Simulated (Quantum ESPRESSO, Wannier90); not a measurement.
# Wannierisation of Bi₂Se₃ (R-3m)

```
CELL_PARAMETERS angstrom
     -2.09569     3.62983     0.00000
     -4.19137     0.00000     0.00000
     -2.09569     1.20994     9.97623
ATOMIC_POSITIONS crystal
  Bi 0.60156 0.60156 0.19532
  Bi 0.39844 0.39844 0.80468
  Se 0.00000 0.00000 0.00000
  Se 0.78428 0.78428 0.64715
  Se 0.21572 0.21572 0.35285
```

Materials Project entry mp-541837; symmetrised, unrelaxed at this level. COD (Crystallography Open Database) has the formula in 2 space groups, this one among them (matched by group alone). Method: PBEsol plane waves in Quantum ESPRESSO 7.5 (PseudoDojo norm-conserving files, 69 Ry, no spin polarisation, no spin-orbit coupling), Bloch states on a 6×6×6 mesh through Γ, Wannier90 4.0.1. Density: 8×8×8 mesh, Gaussian smearing 0.01 Ry. Spin-orbit coupling is left out although heavy elements are present.

Functional, cutoff and mesh named above are those of the base row (1); the first column says what each row takes instead. Model: 14 functions from bands 26-39, start SCDM (isolated) (the valence bands). Energies are relative to the valence-band maximum; the misfit is to pw.x on a path, for all bands of the set. The lattice is scaled uniformly, fractional positions fixed. Ω_total can sit in another minimum from row to row; Ω_I of an isolated set cannot. A star marks runs that hit the step limit.

| scale | Ω_I (Å²) | Ω_total (Å²) | rms misfit (meV) | gap (eV) | bottom of band 26 (eV) |
|---|---|---|---|---|---|
| 0.97 | 32.43 | 36.47 | 20 | 0.31 | -14.71 |
| 0.985 | 32.81 | 36.76* | 19 | 0.33 | -14.31 |
| 1 | 33.23 | 37.10* | 17 | 0.35 | -13.94 |
| 1.015 | 33.69 | 37.49 | 16 | 0.37 | -13.60 |
| 1.03 | 34.18 | 37.92* | 15 | 0.38 | -13.29 |
